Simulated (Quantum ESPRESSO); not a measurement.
## AgZnPd5Hf (input and log of a self-consistent run)

Simulated, not a measurement. The program is pw.x of Quantum ESPRESSO 7.5 (plane-wave density functional theory). The cell is made up: eight metal atoms on a face-centred cubic lattice, with elements, volume, strain and displacements drawn at random and not relaxed, so it may be unstable or far from any real phase. PseudoDojo standard norm-conserving files set the functional (PBE unless stated); there is no spin polarisation or spin-orbit coupling, the Fermi-Dirac width of 0.25 eV means electrons at about 2900 K, and the masses in the input are unused placeholders. Heavy elements are run without spin-orbit coupling, which real alloys of them have. A spin test at this wide smearing found no moment, but such smearing suppresses magnetism that the real alloy may have.

Input:

```
&control calculation='scf', pseudo_dir='./dojo.nc.sr.pbe.v0_5.standard.upf', outdir='./o', disk_io='medium', tprnfor=.true., tstress=.true. /
&system ibrav=0, nat=8, ntyp=4, nbnd=87, ecutwfc=84.00895049, nosym=.true., tot_charge=0,
 occupations='smearing', smearing='fd', degauss=0.0183746611
/
&electrons conv_thr=1.470e-08, electron_maxstep=70, mixing_beta=0.5 /
ATOMIC_SPECIES
Ag 1.0 Ag.upf
Hf 1.0 Hf.upf
Pd 1.0 Pd.upf
Zn 1.0 Zn.upf
CELL_PARAMETERS angstrom
0.0 -2.0071 -2.0071
2.0071 4.0142 -2.0071
8.0283 -4.0142 4.0142
ATOMIC_POSITIONS angstrom
Ag 0.0285 -0.0112 0.0045
Zn 4.0793 -2.0578 2.0804
Pd 4.0176 -0.0223 -0.0416
Hf 7.9869 -1.9225 2.0356
Pd 1.9795 -1.971 -0.1442
Pd 6.0978 -3.9868 2.315
Pd 1.9867 -0.0904 -1.7404
Pd 6.0347 -2.0113 -0.0095
K_POINTS automatic
9 5 3 1 1 1
```

The log is shortened where brackets say so; the opening notice, blank lines, dates and the lines on written files are dropped, and the path of the files is cut. It prints rydbergs, bohrs and kilobars, and counts compression as positive stress. Its total energy is the free energy E - TS of the whole cell.

```
     Program PWSCF v.7.5
     Parallel version (MPI & OpenMP), running on       1 processor cores
     Number of MPI processes:                 1
     Threads/MPI process:                     1
     [start-up lines left out]
     bravais-lattice index     =            0
     lattice parameter (alat)  =       5.3639  a.u.
     unit-cell volume          =     873.0107 (a.u.)^3
     number of atoms/cell      =            8
     number of atomic types    =            4
     number of electrons       =       141.00
     number of Kohn-Sham states=           87
     kinetic-energy cutoff     =      84.0090  Ry
     charge density cutoff     =     336.0358  Ry
     scf convergence threshold =      1.5E-08
     mixing beta               =       0.5000
     number of iterations used =            8  plain     mixing
     Exchange-correlation= PBE
                           (   1   4   3   4   0   0   0)
     [axes and pseudopotential details left out]
   Cartesian axes
     site n.     atom                  positions (alat units)
         1        Ag     tau(   1) = (   0.0100406  -0.0039458   0.0015854  )
         2        Zn     tau(   2) = (   1.4371485  -0.7249685   0.7329306  )
         3        Pd     tau(   3) = (   1.4154114  -0.0078564  -0.0146558  )
         4        Hf     tau(   4) = (   2.8138066  -0.6773020   0.7171474  )
         5        Pd     tau(   5) = (   0.6973832  -0.6943887  -0.0508021  )
         6        Pd     tau(   6) = (   2.1482715  -1.4045605   0.8155808  )
         7        Pd     tau(   7) = (   0.6999198  -0.0318482  -0.6131476  )
         8        Pd     tau(   8) = (   2.1260412  -0.7085865  -0.0033469  )
     number of k points=    68  Fermi-Dirac smearing, width (Ry)=  0.0184
                       cart. coord. in units 2pi/alat
        k(    1) = (   0.0893713  -0.0088391  -0.0697283), wk =   0.0296296
        k(    2) = (  -0.0874071   0.0500870  -0.1286544), wk =   0.0296296
     [further k points left out]
     Dense  grid:    90761 G-vectors     FFT dimensions: (  32,  60, 120)
     Estimated max dynamical RAM per process >     180.31 MB
     Initial potential from superposition of free atoms
     starting charge     140.9967, renormalised to     141.0000
     Starting wfcs are   75 randomized atomic wfcs +   12 random wfcs
     total cpu time spent up to now is       34.7 secs
     per-process dynamical memory:    95.9 Mb
     Self-consistent Calculation
     iteration #  1     ecut=    84.01 Ry     beta= 0.50
     Davidson diagonalization with overlap
     ethr =  1.00E-02,  avg # of iterations =  3.8
     total cpu time spent up to now is      183.1 secs
     total energy              =   -2189.95656225 Ry
     estimated scf accuracy    <       9.89669337 Ry
     iteration #  2     ecut=    84.01 Ry     beta= 0.50
     Davidson diagonalization with overlap
     ethr =  7.02E-03,  avg # of iterations =  4.3
     total cpu time spent up to now is      335.2 secs
     total energy              =   -2181.79970280 Ry
     estimated scf accuracy    <     215.43349991 Ry
     iteration #  3     ecut=    84.01 Ry     beta= 0.50
     Davidson diagonalization with overlap
     ethr =  7.02E-03,  avg # of iterations =  4.4
     total cpu time spent up to now is      535.7 secs
     total energy              =   -2195.49178798 Ry
     estimated scf accuracy    <       9.86934741 Ry
     iteration #  4     ecut=    84.01 Ry     beta= 0.50
     Davidson diagonalization with overlap
     ethr =  7.00E-03,  avg # of iterations =  2.0
     total cpu time spent up to now is      675.2 secs
     total energy              =   -2195.98343671 Ry
     estimated scf accuracy    <       1.70079542 Ry
     iteration #  5     ecut=    84.01 Ry     beta= 0.50
     Davidson diagonalization with overlap
     ethr =  1.21E-03,  avg # of iterations =  3.0
     total cpu time spent up to now is      784.6 secs
     total energy              =   -2195.94254995 Ry
     estimated scf accuracy    <       0.70240298 Ry
     [iterations 6 to 14 left out]
     iteration # 15     ecut=    84.01 Ry     beta= 0.50
     Davidson diagonalization with overlap
     ethr =  4.53E-09,  avg # of iterations =  1.0
     total cpu time spent up to now is     2047.8 secs
     total energy              =   -2196.01252321 Ry
     estimated scf accuracy    <       0.00000159 Ry
     iteration # 16     ecut=    84.01 Ry     beta= 0.50
     Davidson diagonalization with overlap
     ethr =  1.13E-09,  avg # of iterations =  1.0
     total cpu time spent up to now is     2218.7 secs
     total energy              =   -2196.01252334 Ry
     estimated scf accuracy    <       0.00000012 Ry
     iteration # 17     ecut=    84.01 Ry     beta= 0.50
     Davidson diagonalization with overlap
     ethr =  8.85E-11,  avg # of iterations =  2.0
     total cpu time spent up to now is     2389.2 secs
     total energy              =   -2196.01252335 Ry
     estimated scf accuracy    <       0.00000008 Ry
     iteration # 18     ecut=    84.01 Ry     beta= 0.50
     Davidson diagonalization with overlap
     ethr =  5.88E-11,  avg # of iterations =  1.0
     total cpu time spent up to now is     2529.1 secs
     total energy              =   -2196.01252335 Ry
     estimated scf accuracy    <       0.00000002 Ry
     iteration # 19     ecut=    84.01 Ry     beta= 0.50
     Davidson diagonalization with overlap
     ethr =  1.37E-11,  avg # of iterations =  1.9
     total cpu time spent up to now is     2682.5 secs
     End of self-consistent calculation
     [lines on levels left out]
!    total energy              =   -2196.01252335 Ry
     estimated scf accuracy    <          4.0E-09 Ry
     smearing contrib. (-TS)   =      -0.07772898 Ry
     internal energy E=F+TS    =   -2195.93479437 Ry
     The total energy is F=E-TS. E is the sum of the following terms:
     one-electron contribution =    -892.89387327 Ry
     hartree contribution      =     527.07350599 Ry
     xc contribution           =    -331.63546667 Ry
     ewald contribution        =   -1498.47896042 Ry
     convergence has been achieved in  19 iterations
     Forces acting on atoms (cartesian axes, Ry/au):
     atom    1 type  1   force =     0.00465668   -0.00543970    0.04022047
     atom    2 type  4   force =    -0.00671966    0.00853275   -0.00690701
     atom    3 type  3   force =     0.03353063    0.00631507    0.00724095
     atom    4 type  2   force =    -0.00883787   -0.03602678    0.03025373
     atom    5 type  3   force =     0.02292354   -0.07731106    0.08065415
     atom    6 type  3   force =    -0.02411195    0.02754361   -0.07210453
     atom    7 type  3   force =     0.01324170    0.08037456   -0.10195488
     atom    8 type  3   force =    -0.03468306   -0.00398844    0.02259712
     Total force =     0.208923     Total SCF correction =     0.000280
     Computing stress (Cartesian axis) and pressure
          total   stress  (Ry/bohr**3)                   (kbar)     P=       46.03
   0.00022149   0.00004579   0.00001155           32.58        6.74        1.70
   0.00004579   0.00033160   0.00002854            6.74       48.78        4.20
   0.00001155   0.00002854   0.00038571            1.70        4.20       56.74
     init_run     :     32.78s CPU     34.59s WALL (       1 calls)
     electrons    :   2559.17s CPU   2647.81s WALL (       1 calls)
     forces       :     25.40s CPU     25.75s WALL (       1 calls)
     stress       :     94.24s CPU     94.78s WALL (       1 calls)
     [timing details left out]
     PWSCF        :  45m12.36s CPU  46m44.52s WALL
     JOB DONE.
```

In other units: free energy -29878.272 eV for the cell, pressure 4.60 GPa, largest force component 2.621 eV/Å in size. The run took 2806 s of wall time with one process on a shared machine (AMD EPYC, Zen 5, virtual cores), so the time is rough. A rerun of this cell at a higher cutoff and on a denser mesh moved values by no more than 0.006 eV in energy, 0.07 GPa in stress and 0.004 eV/Å in force, and a second program with other atomic files agreed on that cell to 2 % rms in force and 0.5 GPa in pressure.